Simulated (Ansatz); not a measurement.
Relaxed-ion elastic tensor of Se in space group Pm-3m (No. 221; Se on 1b) in GPa (Voigt order), plane-wave PAW r²SCAN+D4 (Ansatz code); density 5.97 g/cm³, 21.97 Å³ per atom.

```
 118  60.3  60.3   0.0   0.0   0.0
60.3   118  60.3   0.0   0.0   0.0
60.3  60.3   118   0.0   0.0   0.0
 0.0   0.0   0.0   7.3   0.0   0.0
 0.0   0.0   0.0   0.0   7.3   0.0
 0.0   0.0   0.0   0.0   0.0   7.3
```

Q: Is the crystal mechanically stable?

A: Yes: the smallest eigenvalue of C is 7.3 GPa.

Q: Work out the Voigt, Reuss and Hill averages.

A: K_V = 79.7, K_R = 79.7, K_H = 79.7; G_V = 16.0, G_R = 10.4, G_H = 13.2 GPa.

Q: Give Young's modulus, Poisson's ratio, Pugh's ratio and the universal anisotropy index.

A: E = 9KG/(3K + G) = 37.5 GPa; ν = 0.42; K/G = 6.04 (ductile by the Pugh limit of 1.75); A_U = 5G_V/G_R + K_V/K_R − 6 = 2.68.

Q: Estimate the sound speeds and the Debye temperature.

A: v_l = √((K + 4G/3)/ρ) = 4040 m/s, v_t = √(G/ρ) = 1490 m/s, mean 1690 m/s; Θ = (h/k)(3n/4πV)^(1/3) v_m = 179 K.

Q: Give the Zener ratio and Young's modulus along [100], [110] and [111].

A: A = 2C44/(C11 − C12) = 0.25; 1/E = S11 − 2(S11 − S12 − S44/2)Γ with Γ = 0, 1/4, 1/3 gives 77.7, 25.9, 21.2 GPa.

Q: Solve the Christoffel equation for the three sound speeds along [100], [110], [111].

A: Eigenvalues of C_ijkl n_j n_l equal ρv². In km/s, slowest first: [100] 1.11, 1.11, 4.45; [110] 1.11, 2.21, 4.02; [111] 1.91, 1.91, 3.87.

The start of the workflow was typed in or built on a structure type; the Crystallography Open Database copy checked does not list it. It is not the phase usual at ambient conditions (space group No. 152). The cell was relaxed with r²SCAN+D4 under the symmetry of its start; whether a distortion lowers the energy is not shown. The volume moved by -20 % from the start of the relaxation. As this level gives no gap, shear constants depend on the k-mesh and smearing (Fermi–Dirac, 0.1 eV here).

Potentials: the earlier of the program's two PAW sets.
